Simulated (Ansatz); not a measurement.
Relaxed CdSe (zinc blende):

```yaml
crystal:
  lattice:
    - [0.00000, 6.19627, 6.19627]
    - [3.09814, 3.09814, 6.19627]
    - [3.09814, 3.09814, 0.00000]
  atoms:
    - { symbol: Se, position: [0.00000, 0.75000, 0.75000] }
    - { symbol: Se, position: [0.50000, 0.75000, 0.75000] }
    - { symbol: Cd, position: [0.00000, 0.00000, 0.00000] }
    - { symbol: Cd, position: [0.50000, 0.00000, 0.00000] }
```

A phonon eigenvector at X = (0.5, 0.5, 0.0) is frozen into this cell: atom i moves by Q times the vector below, so Q is the largest atomic displacement, in Å. The cell is held. (q is in reciprocal vectors of the primitive cell; the cell shown is doubled to hold the pattern.)

```json
[
 {"atom": "Se1", "x": "0.000", "y": "0.000", "z": "1.000"},
 {"atom": "Se2", "x": "0.000", "y": "0.000", "z": "-1.000"}
]
```

Atoms not listed stay in place.

Method: PBE (plane waves to 420 eV, PAW, scalar-relativistic; Ansatz, a quantum-chemistry and plane-wave program). k mesh 9×9×9 (Γ-centred), Fermi-Dirac smearing 0.05 eV. E stands for the smeared free energy. CdSe was relaxed with its symmetry unable to fall. The zero of ΔE is the undisplaced structure.

| Q (Å) | ΔE (meV/cell) |
|---|---|
| -0.180 | 248.1 |
| -0.150 | 172.5 |
| -0.120 | 110.5 |
| -0.090 | withheld |
| -0.060 | 27.6 |
| -0.030 | 6.9 |
| 0.000 | 0.0 |
| 0.030 | 6.9 |
| 0.060 | 27.6 |
| 0.090 | withheld |
| 0.120 | 110.5 |
| 0.150 | 172.5 |
| 0.180 | 248.1 |

Problem. Fit an even polynomial form (powers 2, 4) to the given rows and predict ΔE at Q = 0.090.

Solution. Least squares on the 11 given rows: ΔE = (7685)·Q² + (-842.6)·Q⁴, in meV/cell with Q in Å; root-mean-square residual 0.03 meV/cell. At 0.090 the fit gives 62.2 meV/cell; the calculation gives 62.2 meV/cell, the same to the digits shown. The quadratic term alone would give 62.2 meV/cell.

(A displaced cell: forces are minus the slopes of the energy, force constants its curvatures, and phonons follow from these.)
